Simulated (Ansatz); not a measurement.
The elements of this relaxed trial crystal are hidden behind letters.

```
lattice vectors (Å)
   3.1552    0.0000    0.0000
   0.0000    3.1552    0.0000
   0.0000    0.0000    8.4411
fractional positions
X 0.5000 0.5000 0.0000
Z 0.0000 0.0000 0.7292
Z 0.0000 0.0000 0.2708
Z 0.5000 0.5000 0.5000
Q 0.0000 0.0000 0.0000
Q 0.5000 0.5000 0.2744
Q 0.0000 0.0000 0.5000
Q 0.5000 0.5000 0.7256
```

All numbers below come from DFT PBE, scalar-relativistic, plane waves, PAW in Ansatz 0.2.0. The final run on the 8-atom cell used 420 eV, a Γ-centred 8×8×4 mesh, 0.02 eV smearing and no spin polarisation.

```
Space group                              : P4/mmm (No. 123)
Conventional cell                        : a = 3.155 Å, c = 8.441 Å
Volume per atom                          : 10.50 Å³
Density                                  : 4.46 g/cm³
Energy over the elements                 : −1.021 eV/atom
Gap on the 8×8×4 mesh of the 8-atom cell : 0.87 eV
```

Energies are uncorrected and count from the elements' standard states at the same level.

**Question.** X is a d-block element of period 5, Z is a p-block element of period 3 and Q is a p-block element of period 2. Which elements are they?

**Answer.** X = Y, Z = Al, Q = N, so the formula is YAl3N4. Density times volume gives a mean mass of 4.46 × 10.50/1.6605 = 28.2 u per atom, and this set has 28.2 u. Y has 6 N at 2.23–2.32 Å, 4 Y at 3.16 Å and 8 Al at 3.19 Å; Al on a site of symmetry 4mm is surrounded by 1 N at 1.93 Å, 5 N at 2.23–2.29 Å, 4 Al at 2.95 Å, 4 Al at 3.16 Å and 4 Y at 3.19 Å; around N on a site of symmetry 4/mmm lie 4 Y at 2.23 Å and 2 Al at 2.29 Å; 3 more sites not described. Other sets within the hints have nearly the same mass, so mass alone doesn't settle it; this one was computed.

Kohn–Sham gaps at this level usually fall short of measured ones. Symmetry constrained the relaxation, so the result can be a saddle point. Another cell of YAl3N4 relaxed alike, in I-42m, lies 218 meV/atom lower, so this cell isn't the stable form at this level.
